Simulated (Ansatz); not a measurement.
### Question
NbC2 (MoSi2 or CaC2 type, I4/mmm) is relaxed with PBE in the plane-wave PAW code Ansatz. What lattice parameters of the conventional cell result?

### Answer
a = 3.199 Å, c = 5.889 Å.

### Question
Give the free coordinates with the occupied sites.

### Answer
In one choice of origin and axes:

| atom | site | symmetry | x | y | z |
|---|---|---|---|---|---|
| Nb | 2a | 4/mmm | 0.0000 | 0.0000 | 0.0000 |
| C | 4e | 4mm | 0.0000 | 0.0000 | 0.3842 |

### Question
Is it a metal or does it have a gap at this level?

### Answer
No gap at this level.

The start of the workflow was typed in or built on a structure type; neither database checked (COD, Materials Project) lists it. Its standing as an ambient phase is unchecked. Symmetry was held in the PBE relaxation; its stability against distortions is not shown here. No spin polarisation was allowed. The volume moved by -28 % from the start of the relaxation. Its formation energy is positive at this level, so the cell may be metastable or incomplete. Spin–orbit coupling is left out wherever it is not named.

Potentials: the earlier of the program's two PAW sets.
